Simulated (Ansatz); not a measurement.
Data:

AlRu$_{2}$C:
```
CELL_PARAMETERS angstrom
      2.86306     0.00000     0.00000
     -1.43153     2.47948     0.00000
      0.00000     0.00000    13.33089
ATOMIC_POSITIONS crystal
  Al 0.66667 0.33333 0.25000
  Al 0.33333 0.66667 0.75000
  Ru 0.33333 0.66667 0.40437
  Ru 0.66667 0.33333 0.59563
  Ru 0.66667 0.33333 0.90437
  Ru 0.33333 0.66667 0.09563
  C  0.00000 0.00000 0.50000
  C  0.00000 0.00000 0.00000
```

This is the PBEsol-relaxed structure.

**Question.** All from the program Ansatz at the PBEsol level (PAW), unless another level is named. Predict the electronic character.

**Answer.** metallic (no gap).

**Question.** What about the density of states at the Fermi level?

**Answer.** 0.69 states/eV per atom (mean over ±0.08 eV).

**Question.** And the formation energy from the elements (no fitted shifts)?

**Answer.** 0.037 eV/atom.

Space group P6_3/mmc. The start of the workflow was typed in or built on a structure type; neither database checked (COD, Materials Project) lists it. Whether it is the stable phase at ambient conditions was not checked. Symmetry was held in the PBEsol relaxation; its stability against distortions is not shown here. No spin polarisation was allowed. The references are the lowest solids computed at this level, not always the standard phases. Spin–orbit coupling is left out wherever it is not named.

Potentials: the earlier of the program's two PAW sets. The files were generated under PBE; for other functionals the program regenerates the frozen cores, and for LDA and PBEsol the local potential too.
